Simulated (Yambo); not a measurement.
Yambo run on Na$_{2}$PtH$_{6}$ (space group Fm-3m, No. 225). The wavefunctions are PBEsol (Quantum ESPRESSO, PseudoDojo norm-conserving, 88 Ry, no spin-orbit coupling) ones on a 4×4×4 mesh (21 occupied bands); a = b = c = 5.1326 Å, α = β = γ = 60.00°.

Yambo input:

```
rim_cut
gw0
dyson
el_el_corr
HF_and_locXC
ppa
em1d
RandQpts= 1000000
RandGvec= 1 Ry
EXXRLvcs= 88 Ry
VXCRLvcs= 352 Ry
Chimod= "HARTREE"
% BndsRnXp
 7 | 140 |
%
NGsBlkXp= 7 Ry
% LongDrXp
 1.0 | 1.0 | 1.0 |
%
PPAPntXp= 27.2114 eV
% GbndRnge
 1 | 56 |
%
GTermKind= "none"
DysSolver= "n"
ExtendOut
% QPkrange
 6 | 6 | 21 | 21 |
 7 | 7 | 21 | 22 |
%
```

k points by index: 6 = (0, 0.25, -0.25), 7 = X.

Table of the .qp output:

```
#    K-point    Band    Eo [eV]    E [eV]    E-Eo [eV]    Vxc [eV]    Vnlxc [eV]    Sc|Eo [eV]    Sc|E [eV]    dSc/dw|Eo [eV]    Re(Z)    Im(Z)
#
    6    21    0.000000    -0.970100    -0.970100    -12.06203    -15.39803    2.157901    2.365893    -5.833580    0.823463    -0.001250
    7    21    -0.757774    -1.875408    -1.117634    -11.48772    -15.09220    2.242114    2.486843    -5.957761    0.820379    -0.001571
    7    22    3.472378    4.779782    1.307403    -12.04399    -8.470283    -2.024421    -2.266303    -5.034020    0.843883    -0.001128
```
(The two width columns are left out.) Convergence of these settings isn't established.

Geometry of the Materials Project entry, not relaxed at this level.

The structure is a Materials Project entry; no match was found in the copy of COD used, and its stability was not checked.
